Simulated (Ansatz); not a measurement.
The start is a relaxed Bi2Te3 cell, doubled along one cell vector, shaken by Gaussian noise of σ = 0.08 Å a coordinate. A full variable-cell relaxation at zero pressure is run with r2SCAN (plane waves to 500 eV, PAW, scalar-relativistic; Ansatz, a first-principles code). First-step values are on the input's coarse k-mesh.

Ansatz input (later rounds restart from its end on a renewed k-mesh):
Ansatz 0.2 input:
```yaml
crystal:
  lattice:
    - [4.4089409619, 0, 0]
    - [-2.2044704809, 3.8182548768, 0]
    - [0, 0, 22.0351858086]
  atoms:
    - { symbol: Bi, position: [0.3130038116, 0.6682199297, 0.0924982769] }
    - { symbol: Bi, position: [0.3293390983, 0.6679596525, 0.5901145643] }
    - { symbol: Bi, position: [0.6431606799, 0.3332960064, 0.4121499337] }
    - { symbol: Bi, position: [0.6682652237, 0.3389516044, 0.9098358735] }
    - { symbol: Te, position: [-0.0125309349, -0.0246915337, -0.0101157294] }
    - { symbol: Te, position: [0.0042218179, 0.0299975338, 0.4984764305] }
    - { symbol: Te, position: [0.3350273914, 0.6698215966, 0.3307712346] }
    - { symbol: Te, position: [0.3518199436, 0.6702780891, 0.8237325622] }
    - { symbol: Te, position: [0.6583419095, 0.3123855233, 0.1630952572] }
    - { symbol: Te, position: [0.6716876131, 0.3325105509, 0.6722275571] }
basis: { ecutwfc: 500, ecutrho_ratio: 4, xc_grid: 4, fft_grid_basis: typed }
kpoints: { mp_grid: { grid: [6, 6, 1] } }
hamiltonian:
  xc: r2scan
  dispersion: none
  pseudopotentials: { kind: paw }
scf: { occupations: { method: fermi_dirac, width: 0.05 } }
relax: { f_tol: 0.01, max_steps: 100, cell: { stress_tol: 0.02 } }
output: { forces: true, stress: true }
```

- Largest initial force: 1.72 eV/Å, on Bi4 (atoms numbered as listed)
- Energy released: 46 meV/atom
- Shortest distances (start → end): The closest pairs of elements (up to four, under 3.6 Å), start → end: Bi–Te 2.91 → 3.07 Å
- Band gap at the end: 1.02 eV, direct at Γ (no spin-orbit coupling)
- Optimiser moves: 7

Final values are on a 9×9×3 k-mesh of the relaxed cell. No spin polarisation in the result. Without spin-orbit coupling the bands of the heavy element are not split, so the gap can be far off.

The relaxed structure here is a generated cell of Bi2Te3: the first start was made by placing the elements on the sites of a structure type, and the end was not matched to a known phase here, so it may be hypothetical. Known forms of Bi2Te3 include space group No. 166.
